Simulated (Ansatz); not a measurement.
MnO in space group Pmmn (No. 59; Mn on 2b, O on 2a), DFT-r²SCAN in the program Ansatz with PAW potentials. The conduction-band minimum lies at Γ, with 1 equivalent valley. Second derivatives d²E/dk² of the lowest band at one valley (eV·Å²), along Cartesian directions:

```tsv
direction	d²E/dk²
[100]	25.09
[010]	21.51
[001]	24.97
[110]	23.30
[101]	25.03
[011]	23.24
```

### Question
Find the principal effective masses, the density-of-states mass and the conductivity mass.

### Answer
Off-diagonal terms follow from H_xy = H[110] − (H_xx + H_yy)/2, and m*/mₑ = 7.620 eV·Å² over each eigenvalue: 0.30, 0.31, 0.35. One valley's DOS mass (m₁m₂m₃)^(1/3) = 0.32, conductivity mass 3/(Σ 1/mᵢ) = 0.32 mₑ.

### Question
What effective density of states Nc follows at 300 K for parabolic valleys?

### Answer
Nc = 2.509e19 × 1 × (0.32)^(3/2) ≈ 4.5e18 cm⁻³.

The workflow started from a Materials Project entry (that database holds measured and hypothetical structures alike); the Crystallography Open Database copy checked does not list it. It is not the phase usual at ambient conditions (space group No. 225). The cell was relaxed with r²SCAN under the symmetry of its start, as lowered by the spin order; whether a distortion lowers the energy is not shown. The final state is antiferromagnetic, chosen from 5 collinear starts compared on coarse meshes (ties went to the first, and starts can fall back to one state), not a proven ground state. Other orbital occupations within this spin state were not tried. No Hubbard U is applied. Point labels and valley counts follow the cell and symmetry of the run, lower than the named group.

Potentials: the later of the program's two PAW sets.

Edges and masses are those of Kohn–Sham bands, whose gap is no quasiparticle gap.
